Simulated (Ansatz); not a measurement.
Q: Tl (hcp (Mg type), P6_3/mmc) is relaxed with r²SCAN (plane waves, PAW; program Ansatz). What lattice parameters of the conventional cell result?

A: a = 3.522 Å, c = 5.597 Å.

Symmetry was held in the r²SCAN relaxation; of distortions, only those at the zone centre were tested. Axis ratios of metals converge slowly with the k-mesh, so a and c are less sure than the volume. Scalar-relativistic: spin–orbit coupling is off unless named, which matters more the heavier the elements.

Potentials: the later of the program's two PAW sets.
